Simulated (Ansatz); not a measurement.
All numbers below come from Ansatz 0.2.0, DFT PBE, scalar-relativistic, plane waves, PAW. Plane waves to 420 eV, a 20×20×1 mesh through Γ for the 2-atom cell and 0.10 eV Gaussian smearing; collinear spin.

Energies over the elements count from the elements' standard structures at the same level (O₂ as a molecule), with no fitted energy shifts.

Question: Find a candidate two-dimensional metal with formula CuO, with a formation energy near −0.33 eV/atom and about 4.4 Å² per atom, in a cell of 2 atoms.

Answer: CuO, layer group p-6m2 (No. 78). This is a two-dimensional sheet: the third axis spans vacuum and isn't periodic. Cu at height 0.00 Å has 3 O at 1.84 Å; O at height 0.00 Å has 3 Cu at 1.84 Å.

```yaml
crystal:
  periodic: [true, true, false]
  lattice:
    - [3.18690, -0.00494, 0.00000]
    - [-1.58845, 2.76666, 0.00000]
    - [0.00000, 0.00000, 23.92979]
  atoms:
    - { symbol: Cu, position: [0.99394, 0.99429, 0.31342] }
    - { symbol: O, position: [0.66081, 0.32819, 0.31342] }
```

The area per atom is 4.40 Å². The thickness between the outermost nuclei is 0.00 Å. The energy over the elements is −0.33 eV/atom and the gap on the 20×20×1 mesh of the 2-atom cell is 0 eV (a metal). The net moment per atom is 0.02 μB and the moment by site is all under 0.1 μB.

The structure comes from a generated guess, relaxed at this level; another structure or a mixture of phases may lie lower. The answer needn't be unique; the calculation gave this one.

In such compounds of Cu a zero gap at this level may well be an artefact, since no Hubbard U is applied. Symmetry constrained the relaxation, so the result can be a saddle point. Site moments count only spheres around the atoms; the net moment includes the space between them.
